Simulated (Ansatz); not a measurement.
Hf: trigonal deformation path

All numbers below come from Ansatz, DFT PBEsol, scalar-relativistic, plane waves, PAW. The runs took a 420 eV cutoff, a Γ-centred 20×20×20 mesh and Gaussian smearing (0.15 eV). Spin–orbit coupling is left out, which can shift energies with elements as heavy as these. No spin polarisation. Energies are free energies at this smearing, counted from the undisturbed cell; pressure is positive in compression.

The starting cell (as given, not relaxed at this level; it stands at -1.5 GPa; this fcc form isn't the usual structure):

```
CELL_PARAMETERS angstrom
0.00000 2.22000 2.22000
2.22000 0.00000 2.22000
2.22000 2.22000 0.00000
ATOMIC_POSITIONS crystal
Hf 0.00000 0.00000 0.00000
```

At fixed volume and fractional coordinates, lengths along (0.577, 0.577, 0.577) are scaled against those across it; ρ is that ratio over its starting value. The cell is metallic on the mesh throughout. At ρ = 0.500 the cell becomes cubic (Pm-3m), and there the slope of the energy vanishes by symmetry.

```
    ρ  ΔE (meV/atom)
0.500         1046.7
0.600          864.9
0.710          519.7
0.850          158.0
0.930           32.4
1.000            0.0
1.080           34.0
1.200          158.8
1.410          504.0
1.700         1393.0
2.000         2572.0
```

Predict the pressure (GPa) at each point.

| ρ | pressure (GPa) |
| --- | --- |
| 0.500 | 6.5 |
| 0.600 | 4.5 |
| 0.710 | 1.1 |
| 0.850 | -0.4 |
| 0.930 | -1.3 |
| 1.000 | -1.5 |
| 1.080 | -1.3 |
| 1.200 | -1.0 |
| 1.410 | 4.1 |
| 1.700 | 18.8 |
| 2.000 | 40.2 |